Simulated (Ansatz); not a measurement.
The relaxed structure here is a generated cell of SnO: the first start was made by placing the elements on the sites of a structure type, and the end was not matched to a known phase here, so it may be hypothetical. Known forms of SnO include space group No. 129.

A relaxed cell of SnO (P6₃/mmc (No. 194)), relaxed on a k-mesh at least as fine as the one used below. These are r2SCAN (plane waves to 500 eV, PAW, scalar-relativistic; Ansatz, a quantum-chemistry and plane-wave program) values and carry that method's errors. Γ-centred k-mesh 7×7×3 on the run's cell (coarser than for final values), Fermi–Dirac smearing 0.05 eV.

```xyz
8
Lattice="4.1260 0.0000 0.0000 -2.0630 3.5732 0.0000 0.0000 0.0000 10.3850" Properties=species:S:1:pos:R:3 pbc="T T T"
Sn     0.0000     2.3821     1.2981
Sn     0.0000     2.3821     6.4906
Sn     2.0630     1.1911     3.8944
Sn     2.0630     1.1911     9.0869
O      0.0000     2.3821     3.8944
O      0.0000     2.3821     9.0869
O      2.0630     1.1911     1.2981
O      2.0630     1.1911     6.4906
```

The atoms are displaced by (Å):

| atom | ux | uy | uz |
|---|---|---|---|
| Sn1 | -0.056 | -0.054 | -0.053 |
| Sn2 | -0.007 | 0.143 | 0.121 |
| Sn3 | -0.143 | -0.072 | 0.008 |
| Sn4 | 0.080 | -0.127 | -0.039 |
| O5 | 0.111 | -0.006 | -0.049 |
| O6 | 0.041 | 0.043 | 0.010 |
| O7 | -0.060 | 0.018 | 0.026 |
| O8 | -0.075 | 0.099 | 0.040 |

Question: What forces (eV/Å) and pressure result?

Answer: 
```json
[
 {"atom": "Sn1", "Fx": "0.09", "Fy": "0.05", "Fz": "0.55"},
 {"atom": "Sn2", "Fx": "-0.03", "Fy": "-0.47", "Fz": "-0.62"},
 {"atom": "Sn3", "Fx": "0.47", "Fy": "0.24", "Fz": "-0.19"},
 {"atom": "Sn4", "Fx": "-0.24", "Fy": "0.63", "Fz": "0.34"},
 {"atom": "O5", "Fx": "-0.35", "Fy": "-0.11", "Fz": "-0.24"},
 {"atom": "O6", "Fx": "0.11", "Fy": "-0.25", "Fz": "-0.37"},
 {"atom": "O7", "Fx": "-0.08", "Fy": "-0.15", "Fz": "0.09"},
 {"atom": "O8", "Fx": "0.02", "Fy": "0.05", "Fz": "0.46"}
]
```

Pressure +0.8 GPa.

Question: Estimate the energy cost of the displacement in the harmonic approximation and compare with the calculation.

Answer: For a harmonic well ΔE = −½ Σ F·u = 0.193 eV a cell, or 24 meV/atom. The calculated energy relative to the undisplaced cell is +22 meV/atom, so the harmonic estimate holds well.

The undisplaced cell is probably no minimum: from this displacement the run went on to P-1 (No. 2) at a tolerance of 0.01 Å, P2₁/m (No. 11) at 0.1 Å, 497 meV/atom below it.

No spin polarisation in the result.
